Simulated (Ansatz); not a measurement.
An Ansatz (a program for electronic structure) run. Input:

Ansatz 0.2 input:
```yaml
crystal:
  lattice:
    - [3.3273922435, 0.0, 0.0]
    - [-1.6636961217, 2.8816062112, 0.0]
    - [0.0, 0.0, 5.7838463387]
  atoms:
    - { symbol: Ta, position: [0.0, 0.0, 0.0] }
    - { symbol: S, position: [0.6666666667, 0.3333333333, 0.7327607488] }
    - { symbol: S, position: [0.3333333333, 0.6666666667, 0.2672392512] }
kpoints:
  mp_grid: { grid: [10, 10, 5] }
  band_path:
    path:
      - [[0.0, 0.0, 0.0], [0.5, 0.0, 0.0], [0.3333333333, 0.3333333333, 0.0], [0.0, 0.0, 0.0], [0.0, 0.0, 0.5], [0.5, 0.0, 0.5], [0.3333333333, 0.3333333333, 0.5], [0.0, 0.0, 0.5]]  # Γ-M-K-Γ-A-L-H-A
      - [[0.5, 0.0, 0.5], [0.5, 0.0, 0.0]]  # L-M
      - [[0.3333333333, 0.3333333333, 0.5], [0.3333333333, 0.3333333333, 0.0]]  # H-K
    npoints: 8
basis: { xc_grid: 2 }
hamiltonian:
  xc: pbe
  dispersion: d3bj
  pseudopotentials: { azcp: { folder: ./paw }, kind: paw_fr }
magnetization: { noncollinear: true, spin_orbit: true }
scf:
  n_extra_bands: 13
  convergence: { dr2_threshold: 0.0000000001 }
  occupations: { method: gaussian, width: 0.05 }
output: { eigenvalues: true }
```

Output (shortened):

```
Pseudopotential: Ta, paw, valence charge 13
Pseudopotential: S, paw, valence charge 6
Functional definition: PBE
non-collinear run that drives no moment, with spin-orbit …
Crystal: 3 atoms, lattice volume = 55.457 Å³
Basis set: ecut = 420 eV, 1111 PW (Γ), exchange–correlation on 48×48×80 points (8 copies of the dense FFT grid, shifted against one another)
Bands: 38, of which v1, the nominal top of the filled ones, is band 25 counted from 1 (24 counted from 0)
Symmetry: 12 space group operations + 12 with time reversal
k-points: 58 of 500
Projection manifold: j_resolved (fully-relativistic pseudo-atomic orbitals)
SCF iter   1: F=—  HF=-11765.610948 eV  |F-HF|=—  |Δ(HF+E_count)|=         —  Δρ=5.64e-2  dr2=7.31e0  dr2_m=0.00e0 (ungated)  ethr=3.10e-3  |M|=0.00e0 ∫|m|=0.00e0 μB  |m|>n=0.0e0 m-floor=0.0e0 τ_xc=0.0e0  β_m=0.30  ⟨swp⟩=7.8  Hψ=6475  notcnv=0  defer=52
preconditioner: auto → none
SCF iter   2: F=—  HF=-11764.756449 eV  |F-HF|=—  |Δ(HF+E_count)|=   8.54e-1  Δρ=4.26e-2  dr2=2.63e0  dr2_m=0.00e0 (ungated)  ethr=3.10e-3  |M|=0.00e0 ∫|m|=0.00e0 μB  |m|>n=0.0e0 m-floor=0.0e0 τ_xc=0.0e0  β_m=0.25  ⟨swp⟩=5.0  Hψ=2802  notcnv=0  defer=362
preconditioner: auto → Kerker (q_TF=auto, 2.389 Å⁻¹)
spin=Noncollinear: Kerker preconditioning applied to the charge; magnetization (m_x, m_y, m_z) channels mix plain (no charge-response kernel on spin).
SCF iter   3: F=—  HF=-11764.318443 eV  |F-HF|=—  |Δ(HF+E_count)|=   4.38e-1  Δρ=2.29e-2  dr2=2.81e-1  dr2_m=0.00e0 (ungated)  ethr=3.10e-3  |M|=0.00e0 ∫|m|=0.00e0 μB  |m|>n=0.0e0 m-floor=0.0e0 τ_xc=0.0e0  β_m=0.63  ⟨swp⟩=3.0  Hψ=1721  notcnv=0  defer=372
SCF iter   4: F=—  HF=-11764.302413 eV  |F-HF|=—  |Δ(HF+E_count)|=   1.60e-2  Δρ=1.38e-2  dr2=2.70e-1  dr2_m=0.00e0 (ungated)  ethr=1.12e-3  |M|=0.00e0 ∫|m|=0.00e0 μB  |m|>n=0.0e0 m-floor=0.0e0 τ_xc=0.0e0  β_m=0.63  ⟨swp⟩=3.3  Hψ=1995  notcnv=0  defer=376
SCF iter   5: F=—  HF=-11764.253033 eV  |F-HF|=—  |Δ(HF+E_count)|=   4.94e-2  Δρ=3.00e-3  dr2=1.09e-2  dr2_m=0.00e0 (ungated)  ethr=1.08e-3  |M|=0.00e0 ∫|m|=0.00e0 μB  |m|>n=0.0e0 m-floor=0.0e0 τ_xc=0.0e0  β_m=0.82  ⟨swp⟩=2.1  Hψ=1388  notcnv=0  defer=364
SCF iter   6: F=—  HF=-11764.252032 eV  |F-HF|=—  |Δ(HF+E_count)|=   1.00e-3  Δρ=7.46e-4  dr2=6.25e-4  dr2_m=0.00e0 (ungated)  ethr=4.35e-5  |M|=0.00e0 ∫|m|=0.00e0 μB  |m|>n=0.0e0 m-floor=0.0e0 τ_xc=0.0e0  β_m=0.91  ⟨swp⟩=2.4  Hψ=1347  notcnv=0  defer=360
SCF iter   7: F=—  HF=-11764.252100 eV  |F-HF|=—  |Δ(HF+E_count)|=   6.86e-5  Δρ=8.78e-5  dr2=1.27e-5  dr2_m=0.00e0 (ungated)  ethr=2.50e-6  |M|=0.00e0 ∫|m|=0.00e0 μB  |m|>n=0.0e0 m-floor=0.0e0 τ_xc=0.0e0  β_m=0.95  ⟨swp⟩=2.3  Hψ=1446  notcnv=0  defer=360
SCF iter   8: F=—  HF=-11764.252110 eV  |F-HF|=—  |Δ(HF+E_count)|=   9.42e-6  Δρ=1.98e-5  dr2=2.59e-7  dr2_m=0.00e0 (ungated)  ethr=5.06e-8  |M|=0.00e0 ∫|m|=0.00e0 μB  |m|>n=0.0e0 m-floor=0.0e0 τ_xc=0.0e0  β_m=0.98  ⟨swp⟩=2.1  Hψ=1531  notcnv=0  defer=360
SCF iter  12: F=-11764.252109 eV  HF=-11764.252109 eV  |F-HF|=7.28e-12  |Δ(HF+E_count)|=  3.27e-11  Δρ=7.76e-8  dr2=4.21e-12  dr2_m=0.00e0 (ungated)  ethr=1.00e-12  |M|=0.00e0 ∫|m|=0.00e0 μB  |m|>n=0.0e0 m-floor=0.0e0 τ_xc=0.0e0  ⟨swp⟩=11.2  Hψ=4557  notcnv=0
SCF 1 converged in 12 iterations: F = -11764.252109 eV  dr2 = 4.21e-12
NSCF: frozen V_eff on 75 k-points
SCF converged after 12 iterations
Magnetization: |M| = 0.0000 μB,  M = (+0.0000, +0.0000, +0.0000) μB
Absolute magnetization: 0.0000 μB (∫|m|)
  site 0: m = (+0.0000, +0.0000, +0.0000) μB, |m| = 0.0000 μB  (R = 1.02 Å)
  site 1: m = (+0.0000, +0.0000, +0.0000) μB, |m| = 0.0000 μB  (R = 1.02 Å)
  site 2: m = (+0.0000, +0.0000, +0.0000) μB, |m| = 0.0000 μB  (R = 1.02 Å)
Free energy (F): -11764.252109 eV
Harris-Foulkes:  -11764.252109 eV  (|F-HF|=7.28e-12)
Internal energy: -11764.250332 eV  (E = F + TS)
E sigma→0 (E₀):  -11764.251221 eV
Entropy (-TS):   -0.001778 eV (-0.593 meV/atom)
Fermi energy:    11.035813 eV
--- Per-component energies (eV) ---
  E_band       = -176.733008
  E_kinetic    = 601.021467
  E_local      = -1296.418566  (includes V_loc(G=0)·N_el)
  E_nonlocal   = 59.461601
  E_hartree    = 490.553742
  E_xc         = -497.454778
  E_vxc        = -397.313543  (∫ρ·V_xc dr)
  E_paw        = -9543.213470  (= ΣΔE_a)
  E_vpaw       = -124.591583  (= ΣTr[D̂ρ^β])
  E_aug_tail   = 0.000070  (compensation charges beyond the density's cutoff)
  E_ewald      = -1576.920850
  E_disp       = -1.279547  (pairwise vdW)
  E_smearing   = -0.001778  (= −TS)
  E_closure    = 0.000000  (closes the sum)
  Σ components = -11764.252109   (vs F -11764.252109, Δ=0.00e0)
  [band-id]    e_kinetic+e_local+e_nonlocal+2·e_hartree+e_vxc+e_vpaw+e_augmentation_tail = -176.733070   (vs E_band -176.733008, Δ=-6.20e-5)
--- Band table (eV; the first three rows and the last of 58) ---
  k-point 0: bands = ["-57.5250", "-57.5250", "-30.3767", "-30.3767", "-21.6867", "-21.6867", "-21.6256", "-21.6256", "-3.9931", "-3.9931", "-1.9341", "-1.9341", "3.9317", "3.9317", "7.2337", "7.2337", "7.3263", "7.3263", "9.9508", "9.9508", "10.4319", …
  k-point 1: bands = ["-57.5250", "-57.5250", "-30.3767", "-30.3767", "-21.6867", "-21.6867", "-21.6256", "-21.6256", "-3.8789", "-3.8789", "-2.1615", "-2.1615", "4.3472", "4.3472", "7.2509", "7.2509", "7.3445", "7.3445", "8.9109", "8.9109", "10.3341", …
  k-point 2: bands = ["-57.5250", "-57.5250", "-30.3767", "-30.3767", "-21.6869", "-21.6869", "-21.6256", "-21.6256", "-3.6149", "-3.6149", "-2.5912", "-2.5912", "5.2804", "5.2804", "7.2797", "7.2797", "7.3743", "7.3743", "7.5222", "7.5222", "10.2089", …
  k-point 57: bands = ["-57.5091", "-57.5091", "-30.4427", "-30.4427", "-21.9017", "-21.9017", "-21.7112", "-21.7112", "-1.8892", "-1.8892", "-1.6766", "-1.6766", "5.2580", "5.2580", "5.5652", "5.5652", "6.2123", "6.2123", "7.0793", "7.0793", "7.6024", …
```

Cost: around 20 core-seconds (rough) on shared cores.

Space group P-3m1 (CdI2 type). This is a known high-temperature phase of the composition, computed here at zero pressure and temperature. The cell was relaxed with PBE+D3(BJ) under the symmetry of its start; its stability against distortions is not shown here. The run is not spin-polarised.

Potentials: the earlier of the program's two PAW sets.

Ansatz is a plane-wave DFT program.
